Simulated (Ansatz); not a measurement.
One crystal and one scan (energy against volume) at two levels, PBE-D3(BJ) (plane waves to 420 eV, PAW, scalar-relativistic; Ansatz, a first-principles code) and r2SCAN+rVV10 (plane waves to 500 eV, PAW, scalar-relativistic; Ansatz), each from its own relaxed cell and on its own mesh.

The crystal is As (A7 type, space group R-3m); the cell is scaled evenly about its relaxed volume V₀.

E stands for the smeared free energy. As was relaxed with its symmetry unable to fall. With the shape held, the modulus is that of even scaling; a crystal free to change shape is softer. Both scans cover V/V₀ from 0.900 to 1.100.

```json
[
 {"quantity": "Lattice constant a (Å)", "run 1": "3.783", "run 2": "3.761"},
 {"quantity": "Lattice constant c (Å)", "run 1": "10.11", "run 2": "10.73"},
 {"quantity": "Relaxed volume (Å³/atom)", "run 1": "20.89", "run 2": "21.91"},
 {"quantity": "Pressure at the smallest volume (GPa)", "run 1": "7.9", "run 2": "6.9"},
 {"quantity": "Energy cost of the largest compression (meV/atom)", "run 1": "47", "run 2": "45"},
 {"quantity": "Bulk modulus at fixed cell shape B₀ (third-order Birch-Murnaghan fit) (GPa)", "run 1": "62.1", "run 2": "56.8"},
 {"quantity": "Pressure derivative B₀′ (fit)", "run 1": "3.5", "run 2": "2.9"},
 {"quantity": "Pressure for 5 % compression (fit) (GPa)", "run 1": "3.5", "run 2": "3.1"}
]
```

Problem. Which run is which level?

Solution. Run 1 is PBE-D3(BJ), run 2 is r2SCAN+rVV10. PBE-D3(BJ) gives the higher value for: lattice constant a; pressure at the smallest volume; bulk modulus at fixed cell shape B₀; pressure derivative B₀′; pressure for 5 % compression. PBE-D3(BJ) gives the lower value for: lattice constant c; relaxed volume.

(Under strain, the slope of the energy per volume gives the stress and its curvature an elastic modulus.)
